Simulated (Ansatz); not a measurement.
Rough cost of magnetic runs on CrCoPt2 (P4/mmm) in Ansatz 0.2.0, 2 threads of Arm Neoverse V1, on a shared host.

```
CELL_PARAMETERS angstrom
3.81900 0.00000 0.00000
0.00000 3.81900 0.00000
0.00000 0.00000 3.74600
ATOMIC_POSITIONS crystal
Cr 0.00000 0.00000 0.00000
Co 0.50000 0.50000 0.00000
Pt 0.00000 0.50000 0.50000
Pt 0.50000 0.00000 0.50000
```

| run | functional, mesh | k points solved | bands | iterations | wall time (s) | peak memory (GiB) |
| --- | --- | --- | --- | --- | --- | --- |
| PAW: total moment held at 0.23 μB | LDA, 8×8×8 | 75 | 41 | 26 | 23 | 0.49 |
| PAW: total moment held at 0.91 μB | LDA, 8×8×8 | 75 | 41 | 29 | 29 | 0.49 |
| LAPW: field of 300 T on the spins | LDA, 8×8×8 | 75 | 72 | 30 | 270 | 1.6 |
| PAW: total moment held at 1.31 μB | LDA, 8×8×8 | 75 | 41 | 21 | 19 | 0.5 |
| LAPW: no spin polarisation | LDA, 8×8×8 | 75 | 69 | 18 | 91 | 0.99 |
| PAW: field of 300 T on the spins | LDA, 8×8×8 | 75 | 43 | 27 | 24 | 0.51 |
| PAW: free moments from the typed start | LDA, 8×8×8 | 75 | 44 | 46 | 140 | 1.2 |
| LAPW: total moment held at 0.23 μB | LDA, 8×8×8 | 75 | 70 | 29 | 250 | 1.6 |
| PAW: field of 600 T on the spins | LDA, 8×8×8 | 75 | 43 | 27 | 24 | 0.52 |

(1) Roughly how much dearer is an iteration by LAPW than by PAW among the runs with the first row's mesh and spin treatment (collinear)?

Answers

(1) About 10 times (medians of wall time over iterations; times from a shared host are rough).
